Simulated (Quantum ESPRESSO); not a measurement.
# Ta3WZn3Ir: one run as intended and one with a planted mistake

Computed values, not a measurement. The program is pw.x of Quantum ESPRESSO 7.5 (plane-wave density functional theory). The cell is made up: eight metal atoms on a hexagonal close-packed lattice, with elements, volume, strain and displacements drawn at random and not relaxed, so it may be unstable or far from any real phase. PseudoDojo standard norm-conserving files set the functional (PBE unless stated); there is no spin polarisation or spin-orbit coupling, the Fermi-Dirac width of 0.25 eV means electrons at about 2900 K, and the masses in the input are unused placeholders. Heavy elements are run without spin-orbit coupling, which real alloys of them have. A spin test at this wide smearing found no moment, but such smearing suppresses magnetism that the real alloy may have.

Intended input:

```
&control calculation='scf', pseudo_dir='./dojo.nc.sr.pbe.v0_5.standard.upf', outdir='./o', disk_io='minimal', tprnfor=.true., tstress=.true. /
&system ibrav=0, nat=8, ntyp=4, nbnd=79, ecutwfc=84.00895049, nosym=.true., tot_charge=0,
 occupations='smearing', smearing='fd', degauss=0.0183746611
/
&electrons conv_thr=1.470e-08, electron_maxstep=70, mixing_beta=0.5 /
ATOMIC_SPECIES
Ir 1.0 Ir.upf
Ta 1.0 Ta.upf
W 1.0 W.upf
Zn 1.0 Zn.upf
CELL_PARAMETERS angstrom
-2.8071 -0.0178 0.0274
0.0458 0.0325 -4.6989
-0.0617 -9.6594 0.0673
ATOMIC_POSITIONS angstrom
Ta 0.0548 0.0656 -0.0368
W -0.1507 -4.8447 -0.0142
Zn 0.098 -3.248 -2.1338
Zn -0.0165 -8.0989 -2.2281
Zn -1.524 -2.5528 0.1372
Ir -1.485 -7.2986 0.2415
Ta -1.4101 -0.9395 -2.2709
Ta -1.5377 -5.4269 -2.4309
K_POINTS automatic
8 5 3 1 1 1
```

The log is shortened where brackets say so; the opening notice, blank lines, dates and the lines on written files are dropped, and the path of the files is cut. It prints rydbergs, bohrs and kilobars, and counts compression as positive stress. Its total energy is the free energy E - TS of the whole cell.

Log of the intended run:

```
     Program PWSCF v.7.5
     Parallel version (MPI & OpenMP), running on       4 processor cores
     Number of MPI processes:                 4
     Threads/MPI process:                     1
     [start-up lines left out]
     bravais-lattice index     =            0
     lattice parameter (alat)  =       5.3050  a.u.
     unit-cell volume          =     859.6494 (a.u.)^3
     number of atoms/cell      =            8
     number of atomic types    =            4
     number of electrons       =       130.00
     number of Kohn-Sham states=           79
     kinetic-energy cutoff     =      84.0090  Ry
     charge density cutoff     =     336.0358  Ry
     scf convergence threshold =      1.5E-08
     mixing beta               =       0.5000
     number of iterations used =            8  plain     mixing
     Exchange-correlation= PBE
                           (   1   4   3   4   0   0   0)
     [axes and pseudopotential details left out]
   Cartesian axes
     site n.     atom                  positions (alat units)
         1        Ta     tau(   1) = (   0.0195206   0.0233677  -0.0131087  )
         2        W      tau(   2) = (  -0.0536817  -1.7257568  -0.0050583  )
         3        Zn     tau(   3) = (   0.0349091  -1.1569876  -0.7600924  )
         4        Zn     tau(   4) = (  -0.0058776  -2.8849529  -0.7936835  )
         5        Zn     tau(   5) = (  -0.5428723  -0.9093467   0.0488728  )
         6        Ir     tau(   6) = (  -0.5289799  -2.5998738   0.0860260  )
         7        Ta     tau(   7) = (  -0.5022993  -0.3346644  -0.8089296  )
         8        Ta     tau(   8) = (  -0.5477524  -1.9331454  -0.8659240  )
     number of k points=    60  Fermi-Dirac smearing, width (Ry)=  0.0184
                       cart. coord. in units 2pi/alat
        k(    1) = (  -0.0627893  -0.0484597  -0.0606907), wk =   0.0333333
        k(    2) = (  -0.0640051   0.1453091  -0.0593624), wk =   0.0333333
     [further k points left out]
     Dense  grid:    89449 G-vectors     FFT dimensions: (  32,  54, 108)
     Estimated max dynamical RAM per process >     379.71 MB
     Estimated total dynamical RAM >       1.42 GB
     Initial potential from superposition of free atoms
     starting charge     129.9962, renormalised to     130.0000
     Starting wfcs are   80 randomized atomic wfcs
     total cpu time spent up to now is        9.7 secs
     per-process dynamical memory:   298.3 Mb
     Self-consistent Calculation
     iteration #  1     ecut=    84.01 Ry     beta= 0.50
     Davidson diagonalization with overlap
     ethr =  1.00E-02,  avg # of iterations =  4.6
     Threshold (ethr) on eigenvalues was too large:
     Diagonalizing with lowered threshold
     Davidson diagonalization with overlap
     ethr =  8.56E-04,  avg # of iterations =  1.7
     total cpu time spent up to now is       58.4 secs
     total energy              =   -2026.27143295 Ry
     estimated scf accuracy    <       1.10572035 Ry
     iteration #  2     ecut=    84.01 Ry     beta= 0.50
     Davidson diagonalization with overlap
     ethr =  8.51E-04,  avg # of iterations =  3.5
     total cpu time spent up to now is       85.8 secs
     total energy              =   -2025.53628500 Ry
     estimated scf accuracy    <      12.06107666 Ry
     [iterations 3 to 14 left out]
     iteration # 15     ecut=    84.01 Ry     beta= 0.50
     Davidson diagonalization with overlap
     ethr =  4.93E-11,  avg # of iterations =  3.9
     total cpu time spent up to now is      381.1 secs
     total energy              =   -2026.79011773 Ry
     estimated scf accuracy    <       0.00000136 Ry
     iteration # 16     ecut=    84.01 Ry     beta= 0.50
     Davidson diagonalization with overlap
     ethr =  4.93E-11,  avg # of iterations =  2.0
     total cpu time spent up to now is      402.6 secs
     End of self-consistent calculation
     [lines on levels left out]
!    total energy              =   -2026.79011778 Ry
     estimated scf accuracy    <          5.4E-09 Ry
     smearing contrib. (-TS)   =      -0.10135807 Ry
     internal energy E=F+TS    =   -2026.68875971 Ry
     The total energy is F=E-TS. E is the sum of the following terms:
     one-electron contribution =    -998.31473114 Ry
     hartree contribution      =     561.22287693 Ry
     xc contribution           =    -300.59170215 Ry
     ewald contribution        =   -1289.00520335 Ry
     convergence has been achieved in  16 iterations
     Forces acting on atoms (cartesian axes, Ry/au):
     atom    1 type  2   force =    -0.01684083   -0.02577664    0.03013986
     atom    2 type  3   force =     0.00538383   -0.04223414   -0.00771432
     atom    3 type  4   force =    -0.03326684    0.05233113   -0.01755202
     atom    4 type  4   force =    -0.00373003    0.02971127   -0.00586685
     atom    5 type  4   force =     0.00198998    0.02186364    0.00310297
     atom    6 type  1   force =     0.00044724    0.03319592   -0.01755281
     atom    7 type  2   force =     0.01671965    0.03658064   -0.01264284
     atom    8 type  2   force =     0.02929700   -0.10567181    0.02808603
     Total force =     0.159079     Total SCF correction =     0.000621
     Computing stress (Cartesian axis) and pressure
          total   stress  (Ry/bohr**3)                   (kbar)     P=       85.47
   0.00048855  -0.00013673  -0.00006766           71.87      -20.11       -9.95
  -0.00013673   0.00085661  -0.00000187          -20.11      126.01       -0.28
  -0.00006766  -0.00000187   0.00039784           -9.95       -0.28       58.52
     init_run     :      8.92s CPU      9.30s WALL (       1 calls)
     electrons    :    384.88s CPU    392.90s WALL (       1 calls)
     forces       :      3.74s CPU      3.76s WALL (       1 calls)
     stress       :     13.32s CPU     13.62s WALL (       1 calls)
     [timing details left out]
     PWSCF        :   6m51.32s CPU   7m 0.07s WALL
     JOB DONE.
```

A second run has one planted mistake: the cell and the positions are scaled by a wrong factor. The input lines that differ:

```
- -2.8071 -0.0178 0.0274
- 0.0458 0.0325 -4.6989
- -0.0617 -9.6594 0.0673
+ -2.8371 -0.018 0.0277
+ 0.0463 0.0328 -4.7492
+ -0.0624 -9.7628 0.068
- Ta 0.0548 0.0656 -0.0368
- W -0.1507 -4.8447 -0.0142
- Zn 0.098 -3.248 -2.1338
- Zn -0.0165 -8.0989 -2.2281
- Zn -1.524 -2.5528 0.1372
- Ir -1.485 -7.2986 0.2415
- Ta -1.4101 -0.9395 -2.2709
- Ta -1.5377 -5.4269 -2.4309
+ Ta 0.0554 0.0663 -0.0372
+ W -0.1523 -4.8965 -0.0144
+ Zn 0.099 -3.2828 -2.1566
+ Zn -0.0167 -8.1856 -2.2519
+ Zn -1.5403 -2.5801 0.1387
+ Ir -1.5009 -7.3767 0.2441
+ Ta -1.4252 -0.9496 -2.2952
+ Ta -1.5542 -5.485 -2.4569
```

Its log:

```
     Program PWSCF v.7.5
     Parallel version (MPI & OpenMP), running on       4 processor cores
     Number of MPI processes:                 4
     Threads/MPI process:                     1
     [start-up lines left out]
     bravais-lattice index     =            0
     lattice parameter (alat)  =       5.3617  a.u.
     unit-cell volume          =     887.5373 (a.u.)^3
     number of atoms/cell      =            8
     number of atomic types    =            4
     number of electrons       =       130.00
     number of Kohn-Sham states=           79
     kinetic-energy cutoff     =      84.0090  Ry
     charge density cutoff     =     336.0358  Ry
     scf convergence threshold =      1.5E-08
     mixing beta               =       0.5000
     number of iterations used =            8  plain     mixing
     Exchange-correlation= PBE
                           (   1   4   3   4   0   0   0)
     [axes and pseudopotential details left out]
   Cartesian axes
     site n.     atom                  positions (alat units)
         1        Ta     tau(   1) = (   0.0195257   0.0233673  -0.0131111  )
         2        W      tau(   2) = (  -0.0536779  -1.7257651  -0.0050753  )
         3        Zn     tau(   3) = (   0.0348924  -1.1570186  -0.7600909  )
         4        Zn     tau(   4) = (  -0.0058859  -2.8850041  -0.7936792  )
         5        Zn     tau(   5) = (  -0.5428767  -0.9093529   0.0488846  )
         6        Ir     tau(   6) = (  -0.5289903  -2.5999084   0.0860327  )
         7        Ta     tau(   7) = (  -0.5023099  -0.3346853  -0.8089403  )
         8        Ta     tau(   8) = (  -0.5477758  -1.9331811  -0.8659312  )
     number of k points=    60  Fermi-Dirac smearing, width (Ry)=  0.0184
                       cart. coord. in units 2pi/alat
        k(    1) = (  -0.0627893  -0.0484585  -0.0606893), wk =   0.0333333
        k(    2) = (  -0.0640057   0.1453070  -0.0593630), wk =   0.0333333
     [further k points left out]
     Dense  grid:    92331 G-vectors     FFT dimensions: (  32,  54, 108)
     Estimated max dynamical RAM per process >     391.09 MB
     Estimated total dynamical RAM >       1.46 GB
     Initial potential from superposition of free atoms
     starting charge     129.9962, renormalised to     130.0000
     Starting wfcs are   80 randomized atomic wfcs
     total cpu time spent up to now is       10.0 secs
     per-process dynamical memory:   307.5 Mb
     Self-consistent Calculation
     iteration #  1     ecut=    84.01 Ry     beta= 0.50
     Davidson diagonalization with overlap
     ethr =  1.00E-02,  avg # of iterations =  4.6
     Threshold (ethr) on eigenvalues was too large:
     Diagonalizing with lowered threshold
     Davidson diagonalization with overlap
     ethr =  8.24E-04,  avg # of iterations =  1.7
     total cpu time spent up to now is       61.1 secs
     total energy              =   -2026.30200371 Ry
     estimated scf accuracy    <       1.06283196 Ry
     iteration #  2     ecut=    84.01 Ry     beta= 0.50
     Davidson diagonalization with overlap
     ethr =  8.18E-04,  avg # of iterations =  4.0
     total cpu time spent up to now is       90.0 secs
     total energy              =   -2025.42382755 Ry
     estimated scf accuracy    <      15.07321253 Ry
     [iterations 3 to 15 left out]
     iteration # 16     ecut=    84.01 Ry     beta= 0.50
     Davidson diagonalization with overlap
     ethr =  1.75E-10,  avg # of iterations =  1.5
     total cpu time spent up to now is      418.4 secs
     total energy              =   -2026.80035216 Ry
     estimated scf accuracy    <       0.00000004 Ry
     iteration # 17     ecut=    84.01 Ry     beta= 0.50
     Davidson diagonalization with overlap
     ethr =  3.10E-11,  avg # of iterations =  2.0
     total cpu time spent up to now is      440.0 secs
     End of self-consistent calculation
     [lines on levels left out]
!    total energy              =   -2026.80035216 Ry
     estimated scf accuracy    <          5.6E-09 Ry
     smearing contrib. (-TS)   =      -0.10476360 Ry
     internal energy E=F+TS    =   -2026.69558855 Ry
     The total energy is F=E-TS. E is the sum of the following terms:
     one-electron contribution =   -1019.51638133 Ry
     hartree contribution      =     568.53285291 Ry
     xc contribution           =    -300.35416477 Ry
     ewald contribution        =   -1275.35789537 Ry
     convergence has been achieved in  17 iterations
     Forces acting on atoms (cartesian axes, Ry/au):
     atom    1 type  2   force =    -0.01505346   -0.01755658    0.02678442
     atom    2 type  3   force =     0.00517967   -0.04416620   -0.00575698
     atom    3 type  4   force =    -0.03040523    0.04705210   -0.01551344
     atom    4 type  4   force =    -0.00312149    0.02606764   -0.00666072
     atom    5 type  4   force =     0.00144357    0.01891714    0.00244054
     atom    6 type  1   force =    -0.00006707    0.03024200   -0.01286931
     atom    7 type  2   force =     0.01508779    0.03576412   -0.00970942
     atom    8 type  2   force =     0.02693622   -0.09632022    0.02128490
     Total force =     0.144495     Total SCF correction =     0.000443
     Computing stress (Cartesian axis) and pressure
          total   stress  (Ry/bohr**3)                   (kbar)     P=       24.09
   0.00006288  -0.00012655  -0.00006036            9.25      -18.62       -8.88
  -0.00012655   0.00041341  -0.00001259          -18.62       60.81       -1.85
  -0.00006036  -0.00001259   0.00001492           -8.88       -1.85        2.19
     init_run     :      9.19s CPU      9.61s WALL (       1 calls)
     electrons    :    421.34s CPU    430.04s WALL (       1 calls)
     forces       :      3.94s CPU      3.95s WALL (       1 calls)
     stress       :     14.17s CPU     14.20s WALL (       1 calls)
     [timing details left out]
     PWSCF        :   7m29.07s CPU   7m38.24s WALL
     JOB DONE.
```

|  | intended run | run with the mistake |
| --- | --- | --- |
| free energy (eV) | -27575.884 | -27576.024 |
| entropy term -TS, part of it (eV) | -1.379 | -1.425 |
| pressure (GPa) | 8.55 | 2.41 |
| size of the largest force component (eV/Å) | 2.717 | 2.476 |
| largest change of a force component (eV/Å) |  | 0.240 |
| iterations | 16 | 17 |

For scale, a rerun of the intended cell at a higher cutoff and on a denser mesh moved values by no more than 0.004 eV in energy, 0.05 GPa in stress and 0.018 eV/Å in force, and a second program with other atomic files agreed on that cell to 2 % rms in force and 0.5 GPa in pressure.